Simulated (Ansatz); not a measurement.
Computed with DFT PBE, scalar-relativistic, plane waves, PAW in Ansatz. Settings: cutoff 420 eV, Γ-centred meshes spaced at most about 0.3 Å⁻¹, and about 0.25 Å⁻¹ or finer for metals (2π included), Gaussian smearing. No spin polarisation in the final relaxations.

Each of these unrelaxed guesses is relaxed in cell and atoms within its symmetry. A guess keeps its type if space group and coordination stay and the shape of the cell changes little (axis ratios within about 15 %, angles within 6°); the volume may change.

1. Sc2GaS

Space group Amm2 (No. 38). a = 3.560 Å, b = 6.165 Å, c = 7.334 Å, α = 90.00°, β = 90.00°, γ = 90.00°
```
atom  site  symmetry       x       y       z
  Sc    4d       m.. 0.0000  0.7169  0.9867
  Ga    2a       mm2  0.0000  0.5000  0.3059
   S    2a       mm2  0.0000  0.5000  0.5541
```

2. BaY3Si

Space group P-6m2 (No. 187). a = 4.350 Å, b = 4.350 Å, c = 8.356 Å, α = 90.00°, β = 90.00°, γ = 120.00°
```csv
atom,site,symmetry,x,y,z
Ba,1f,-6m2,0.6667,0.3333,0.5000
Y,1d,-6m2,0.3333,0.6667,0.5000
Y,2i,3m.,0.6667,0.3333,0.1810
Si,1c,-6m2,0.3333,0.6667,0.0000
```

3. MgSi4N

Space group P-43m (No. 215). a = 4.768 Å, b = 4.768 Å, c = 4.768 Å, α = 90.00°, β = 90.00°, γ = 90.00°
```tsv
atom	site	symmetry	x	y	z
Mg	1a	-43m	0.0000	0.0000	0.0000
Si	4e	.3m	0.7719	0.7719	0.7719
N	1b	-43m	0.5000	0.5000	0.5000
```

Task: Which guesses survive the relaxation?

Result: Guesses 2 and 3 keep their type.

| guess | kept | start group | end group | V start (Å³/atom) | V end | b/a and c/a, end over start | nearest neighbours start | nearest neighbours end |
| --- | --- | --- | --- | --- | --- | --- | --- | --- |
| 1 | no | Amm2 | P4/mmm | 20.1 | 25.1 | - | Ga 1, S 3, Sc 1 | Ga 4, S 4, Sc 4 |
| 2 | yes | P-6m2 | P-6m2 | 27.4 | 34.3 | 1.00, 0.99 | Ba 5, Si 6, Y 3/5 | Ba 5, Si 6, Y 3/5 |
| 3 | yes | P-43m | P-43m | 18.1 | 19.6 | 1.00, 1.00 | Mg 4, N 4, Si 1 | Mg 4, N 4, Si 1 |

Neighbours count within 15 % of an atom's shortest distance; end groups are read at 0.02 Å (0.05 Å in metals).

In Sc2GaS P4/mmm an odd number of electrons in the primitive cell allows no gap without spin; a larger cell or a magnetic state could open one. A magnetic state wasn't ruled out in cells without spin, among them Sc2GaS P4/mmm, BaY3Si P-6m2. Cells relaxed within their symmetry can be saddle points.

In counts of neighbours, a slash parts the counts of unlike sites.
